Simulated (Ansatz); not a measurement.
The structure comes from a relaxation in the same program, started in the ReO3 type, and has space group Pm-3m. Whether it is a known phase or the ground state wasn't checked.

MoI3: DFT, PBEsol, PAW with Ansatz's default frozen-core files, scalar-relativistic (Ansatz 0.2.0).

Command: `ansatz run input.yaml --threads 1 --pin off --max-ram 3072MiB --backend cpu --events-out ev --progress --plain --runs-dir out` The run took 27 s on 1 thread of Intel(R) Xeon(R) 6975P-C (Granite Rapids), with other jobs on the host, peak memory 0.66 GiB.

```yaml
crystal:
  lattice:
    - [5.4520691884, 0.0, 0.0]
    - [0.0, 5.4520691884, 0.0]
    - [0.0, 0.0, 5.4520691884]
  atoms:
    - { symbol: Mo, position: [0.0, 0.0, 0.0] }
    - { symbol: I, position: [0.5, 0.0, 0.0] }
    - { symbol: I, position: [0.0, 0.5, 0.0] }
    - { symbol: I, position: [0.0, 0.0, 0.5] }
kpoints:
  mp_grid: { grid: [7, 7, 7] }
  band_path:
    path:
      - [0.0, 0.0, 0.0]
      - [0.0, 0.5, 0.0]
      - [0.5, 0.5, 0.0]
      - [0.0, 0.0, 0.0]
      - [0.5, 0.5, 0.5]
      - [0.0, 0.5, 0.0]
      - [0.5, 0.5, 0.5]
      - [0.5, 0.5, 0.0]
    npoints: 14
scf:
  occupations: { method: fermi_dirac, width: 0.08 }
hamiltonian:
  xc: pbesol
  pseudopotentials: { kind: paw }
output:
  forces: true
  stress: true
  eigenvalues: true
  efg: { contact_densities: true }
  populations: true
  bader: true
  dos: { projected: true, de: 0.2, e_range: [-14, 8] }
  write_density: true
  write_potential: true
  elf: true
  volumetric_format: npy
```

Output:

```
Mo, I: output.efg is read without spin–orbit coupling, which moves field gradients at and beside such atoms by some per cent and up to a factor of two; PAW files take it under magnetization.noncollinear and magnetization.spin_orbit
Engine: ansatz 0.2.0
Pseudopotentials: kind: paw
Pseudopotential: Mo, paw, valence charge 14, recommended cutoff 420 eV (normal)
Pseudopotential: I, paw, valence charge 17, recommended cutoff 420 eV (normal)
Functional definition: PBEsol
  exchange = pbesol_x
  correlation = pbesol_c
Crystal: 4 atoms, lattice volume = 162.063 Å³
Basis set: ecut = 420 eV, 3191 PW (Γ), exchange–correlation on 80×80×80 points (8 copies of the dense FFT grid, shifted against one another)
Bands: 39, of which v1, the nominal top of the filled ones, is band 33 counted from 1 (32 counted from 0)
Symmetry: 48 space group operations
Space group: Pm-3m (ITA 221), of the structure as read, at distance tolerance 5.5e-5 Å
k-points: 20 of 343
Non-local potential: Mo, projectors of the file, l = 0: 3, l = 1: 2, l = 2: 2, l = 3: 1
Non-local potential: I, projectors of the file, l = 0: 2, l = 1: 2, l = 2: 2, l = 3: 2
PAW form: soft (Blöchl's): semilocal exchange-correlation on the pseudo side does not see the compensation charge
PAW frozen core: Mo, regenerated for the run's functional, and the local potential with it (the file was generated under x = pbe(κ = 0.804, μ = 0.2195149727645171), c = pbe(β = 0.06672455060314922))
PAW frozen core: I, regenerated for the run's functional, and the local potential with it (the file was generated under x = pbe(κ = 0.804, μ = 0.2195149727645171), c = pbe(β = 0.06672455060314922))
PAW one-centre angular grid: Mo, 590 points (default); XC on 64 Gauss nodes
PAW one-centre angular grid: I, 590 points (default); XC on 64 Gauss nodes
Initial density: superposition of atomic densities (neutral atoms: chi_scale 0, normalization atom), corrected by the library's trained network
Initial wavefunctions: pseudopotential atomic-orbital guess
Functional: x = pbesol(κ = 0.804, μ = 0.12345679012345678), c = pbesol(β = 0.046)
SCF iter   1: F=—  HF=-27193.128893 eV  |F-HF|=—  |Δ(HF+E_count)|=         —  Δρ=4.51e-3  dr2=1.50e-2  ethr=1.77e-3  ⟨swp⟩=8.4  Hψ=3497  notcnv=0  defer=1
preconditioner: auto → LDOS  [metal: Δε(μ)=0.011 eV  Ē_g=8.188 eV  σ=0.080 eV  W_gap=0.03  n_scr=32 (ndim 8)  ℏωp=15.2 eV  f_vac=0.254  D(μ)=6.26/eV (n_scr^D=56)  β→1.0]
SCF iter   2: F=—  HF=-27193.127610 eV  |F-HF|=—  |Δ(HF+E_count)|=   1.28e-3  Δρ=1.01e-3  dr2=2.20e-3  ethr=2.31e-5  ⟨swp⟩=2.5  Hψ=1663  notcnv=0  defer=2
SCF iter   3: F=—  HF=-27193.127212 eV  |F-HF|=—  |Δ(HF+E_count)|=   3.98e-4  Δρ=4.64e-4  dr2=5.44e-4  ethr=3.38e-6  ⟨swp⟩=2.0  Hψ=1398  notcnv=0  defer=2
SCF iter   4: F=—  HF=-27193.127078 eV  |F-HF|=—  |Δ(HF+E_count)|=   1.34e-4  Δρ=2.37e-4  dr2=1.69e-4  ethr=8.37e-7  ⟨swp⟩=3.0  Hψ=1481  notcnv=0  defer=2
SCF iter   5: F=—  HF=-27193.127058 eV  |F-HF|=—  |Δ(HF+E_count)|=   1.93e-5  Δρ=6.92e-5  dr2=1.96e-5  ethr=2.60e-7  ⟨swp⟩=1.8  Hψ=815  notcnv=0  defer=2
SCF iter   6: F=—  HF=-27193.127059 eV  |F-HF|=—  |Δ(HF+E_count)|=   4.69e-7  Δρ=9.51e-6  dr2=1.96e-7  ethr=3.01e-8  ⟨swp⟩=2.0  Hψ=900  notcnv=0  defer=2
SCF iter   7: F=-27193.127059 eV  HF=-27193.127059 eV  |F-HF|=5.46e-9  |Δ(HF+E_count)|=   1.68e-8  Δρ=1.73e-6  dr2=7.95e-9  ethr=1.54e-10  ⟨swp⟩=12.8  Hψ=5936  notcnv=0
SCF 1 converged in 7 iterations: F = -27193.127059 eV  dr2 = 7.95e-9
  greatest PAW one-centre occupation: 0.999 electrons in one spin orbital (limit 2), on the I atom at site 2 (counted from 0), in its partial waves of l = 2
NSCF: frozen V_eff on 99 k-points
WARN: The input density's exchange-correlation potential varies sharply where the density is thin. Do not read a vacuum level from v_tot or v_xc, or from such a field of the output density. On a cell that repeats whose density bears no net charge and no dipole along the vacuum's axis use v_es (v_loc + v_h of the components); under efield.dipole_correction with no amplitude use v_es + v_field, which holds any external_charges[].barrier, or the levels of the report's work_function block, which leave it out; under a non-zero efield.amplitude the vacuum is tilted and has no level; on a cell that repeats and bears such a dipole with no correction it is tilted too, and efield.dipole_correction with no amplitude gives each side of its ramp a level where efield: is served; in a cell that repeats whose density bears a net charge (total_charge, or a fill off its count) it is curved and has none; of a slab under crystal.periodic whose density bears no net charge use v_es, which has a level on each side, short of where the two are joined; of another it falls or rises all the way out and has none; of a slab beside external_charges read slab_vacuum_level instead, which it has where they leave it neutral. The grid or the basis barely resolves most such structure, and the values can differ between equally converged runs; as a rule a tighter scf.convergence.dr2_threshold does not remove it. Where the density itself ripples (under the LDA too) a higher basis.ecutwfc lessens it. The files hold the spikes' plane waves up to the density's cutoff. Files: v_tot and the like, and their columns of v_z.tsv (output.write_potential); v_xc and the like, and their columns of v_comp_z.tsv (output.write_potential_components); where files of the output density stand in their place, no point of their own thin density is over the threshold below, and this is of outcome.potential() and, of a run that writes arrays (npy), the arrays of these names. Measured: with its Gaussian average of σ = 0.25 Å subtracted twice, the exchange-correlation potential is over 0.1 eV at 153 of the grid points where the equally averaged density (valence and model cores) is under 1e-3 e/Å³, and 4.12 eV at the most among them, at an averaged density of 6.1e-4 e/Å³. See output.write_potential in the manual, Limitations
SCF converged after 7 iterations
Free energy (F): -27193.127059 eV
Harris-Foulkes:  -27193.127059 eV  (|F-HF|=5.46e-9)
Internal energy: -27192.992136 eV  (E = F + TS)
E sigma→0 (E₀):  -27193.059597 eV
Entropy (-TS):   -0.134923 eV (-33.731 meV/atom)
Fermi energy:    5.966541 eV
--- Per-component energies (eV) ---
  E_band       = -1446.376405
  E_kinetic    = 1008.783506
  E_local      = -9013.717591  (includes V_loc(G=0)·N_el)
  E_nonlocal   = -118.263409
  E_hartree    = 4342.509863
  E_xc         = -560.830283
  E_vxc        = -609.748404  (∫ρ·V_xc dr)
  E_paw        = -17355.226670  (= ΣΔE_a)
  E_vpaw       = -1398.447626  (= ΣTr[D̂ρ^β])
  E_aug_tail   = 0.000057  (compensation charges beyond the density's cutoff)
  E_ewald      = -5497.693334
  E_core_change = 1.445726  (= ΣΔE_core)
  E_smearing   = -0.134923  (= −TS)
  E_closure    = 0.000000  (closes the sum)
  Σ components = -27193.127059   (vs F -27193.127059, Δ=0.00e0)
--- Forces (eV/Å), atoms counted from 1 ---
  atom   1  Mo    -0.00000000     0.00000000     0.00000000
  atom   2  I      0.00000000    -0.00000000     0.00000000
  atom   3  I      0.00000000     0.00000000     0.00000000
  atom   4  I      0.00000000     0.00000000     0.00000000
  max |Σ_I F_I| component: 3.02e-29 eV/Å
--- Stress (GPa, compression-positive) ---
        0.017272       0.000000       0.000000
        0.000000       0.017272       0.000000
        0.000000       0.000000       0.017272
  P = ⅓ Tr σ = 0.0173 GPa (0.173 kbar)
--- PAW observables at the nuclei: V_zz in 10²¹ V/m², potentials from the cell's mean, atoms counted from 1 ---
  atom   1  Mo V_zz =    -0.000000   η = 0.0000   by run symmetry: forbidden
            electrostatic potential = -6346.207662 V   contact ρ = 594282.876048 e/Å³
  atom   2  I  V_zz =   +50.947906   η = 0.0000   by run symmetry: allowed
            electrostatic potential = -8886.235399 V   contact ρ = 1601679.090997 e/Å³
  atom   3  I  V_zz =   +50.947906   η = 0.0000   by run symmetry: allowed
            electrostatic potential = -8886.235399 V   contact ρ = 1601679.090997 e/Å³
  atom   4  I  V_zz =   +50.947906   η = 0.0000   by run symmetry: allowed
            electrostatic potential = -8886.235399 V   contact ρ = 1601679.090997 e/Å³
--- Band table (eV; the first three rows and the last of 20) ---
  k-point 0: bands = ["-55.4434", "-39.4038", "-39.4038", "-39.4036", "-39.3444", "-39.3444", "-39.3444", "-39.3403", "-39.3403", "-39.3403", "-39.2250", "-39.2250", "-39.2240", "-39.2240", "-39.2240", "-39.2232", "-29.5832", "-29.5832", "-29.5832", "-7.8702", "-6.8568", "-6.8568", "1.4861", "1.4861", "1.4861", "3.9775", "3.9775", "3.9775", "4.4987", "4.4987", "4.4987", "4.6209", "4.6209", "4.6209", "5.7047", "5.7047", "8.3256", "9.8294", "11.4492"]
  k-point 1: bands = ["-55.4434", "-39.4043", "-39.4038", "-39.4036", "-39.3444", "-39.3442", "-39.3442", "-39.3405", "-39.3405", "-39.3403", "-39.2250", "-39.2249", "-39.2240", "-39.2240", "-39.2240", "-39.2232", "-29.5832", "-29.5832", "-29.5823", "-7.8216", "-6.8724", "-6.8550", "1.3178", "1.5305", "1.5305", "3.6091", "3.6091", "3.9238", "3.9457", "4.3230", "4.3230", "4.6235", "5.2069", "5.2069", "5.7060", "6.2285", "8.6796", "10.1472", "11.5330"]
  k-point 2: bands = ["-55.4433", "-39.4055", "-39.4038", "-39.4036", "-39.3444", "-39.3437", "-39.3437", "-39.3411", "-39.3411", "-39.3403", "-39.2250", "-39.2247", "-39.2240", "-39.2240", "-39.2240", "-39.2235", "-29.5830", "-29.5830", "-29.5801", "-7.7007", "-6.9173", "-6.8508", "0.9376", "1.6558", "1.6558", "3.0643", "3.0643", "3.3393", "3.8091", "4.3078", "4.3078", "4.6295", "5.7086", "5.8455", "5.8455", "6.6699", "9.6789", "10.9154", "11.8558"]
  k-point 19: bands = ["-55.4429", "-39.4065", "-39.4065", "-39.4065", "-39.3429", "-39.3427", "-39.3427", "-39.3421", "-39.3421", "-39.3420", "-39.2245", "-39.2244", "-39.2244", "-39.2243", "-39.2237", "-39.2237", "-29.5778", "-29.5778", "-29.5778", "-6.9977", "-6.9366", "-6.9366", "-0.4785", "1.1497", "1.1497", "1.5153", "1.5284", "1.5284", "5.0307", "5.0307", "5.0801", "6.3359", "6.3605", "6.3605", "9.6894", "9.6894", "9.7881", "10.8468", "11.4159"]
--- Löwdin populations: 4 sites ---
  site symbol       q [e]
     0     Mo     13.8930
     1      I     16.9691
     2      I     16.9691
     3      I     16.9691
  spilling = 0.003073 (of n_electrons = 65.000000)
--- Bader charges: 4 sites ---
  site symbol  charge [e]  shift [e]
     0     Mo      0.9062     0.0009
     1      I     -0.3021     0.0003
     2      I     -0.3021     0.0003
     3      I     -0.3021     0.0003
  estimated error of the sums over rays = 1.5e-4 e
```

populations.tsv:

```
# site	symbol	l	j	q
# orbitals = lowdin
# n_electrons = 65.000000
# spilling = 0.003073
0	Mo	0_4S	-	1.984996
0	Mo	0_5S	-	0.514662
0	Mo	1_4P	-	5.992821
0	Mo	2_4D	-	5.400529
1	I	0_5S	-	1.885273
1	I	1_5P	-	5.084733
1	I	2_4D	-	9.999087
2	I	0_5S	-	1.885273
2	I	1_5P	-	5.084733
2	I	2_4D	-	9.999087
3	I	0_5S	-	1.885273
3	I	1_5P	-	5.084733
3	I	2_4D	-	9.999087
```

bader_charges.tsv:

```
# site	symbol	x_ang	y_ang	z_ang	partial_charge_e	electrons	volume_ang3	relative_density_drop	shared_charge_e	partial_wave_shift_e
# quadrature_error_electrons = 1.5e-4
0	Mo	0.0000	0.0000	0.0000	0.90621	41.09379	16.96	-	0.90621	0.00090
1	I	2.7260	0.0000	0.0000	-0.30207	53.30207	42.44	-	-0.30207	0.00030
2	I	0.0000	2.7260	0.0000	-0.30207	53.30207	42.44	-	-0.30207	0.00030
3	I	0.0000	0.0000	2.7260	-0.30207	53.30207	42.44	-	-0.30207	0.00030
```

Spin polarisation is left out, and whether a magnetic state lies lower isn't shown here.
